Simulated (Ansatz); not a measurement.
Y$_{2}$Ga$_{3}$Cu in space group P3m1 (No. 156; Pearson symbol hP6), the program Ansatz at the PBE level (PAW), all energies at zero smearing, with the estimated change up to a 700 eV cutoff added, with one set of potentials and settings (totals compare only within such a set). Cell of 6 atoms (2 Y, 3 Ga, 1 Cu): -25675.344 eV.

```json
[
 {"element": "Y", "reference phase": "P6_3/mmc, 2 atoms in the cell", "E (eV/atom)": "-3848.6897"},
 {"element": "Ga", "reference phase": "Cmce, 4 atoms in the cell", "E (eV/atom)": "-3783.0259"},
 {"element": "Cu", "reference phase": "Fm-3m, 1 atoms in the cell", "E (eV/atom)": "-6625.1847"}
]
```

Formation energy per atom, worked out: (-25675.344 − 2×(-3848.6897) − 3×(-3783.0259) − 1×(-6625.1847))/6 = -0.617 eV/atom (-60 kJ per mol of atoms), at 0 K, without zero-point energy or fitted corrections.

The workflow started from a Materials Project entry (that database holds measured and hypothetical structures alike); the Crystallography Open Database copy checked does not list it. With Ga and Cu taken as one species the cell has the higher symmetry P-3m1, so it may be an ordered model of a mixed-site phase. Its standing as an ambient phase is unchecked. The PBE relaxation kept the symmetry of its start; its stability against distortions is not shown here. The run is not spin-polarised. The references are the lowest solids computed at this level, not always the standard phases.

Potentials: the earlier of the program's two PAW sets.
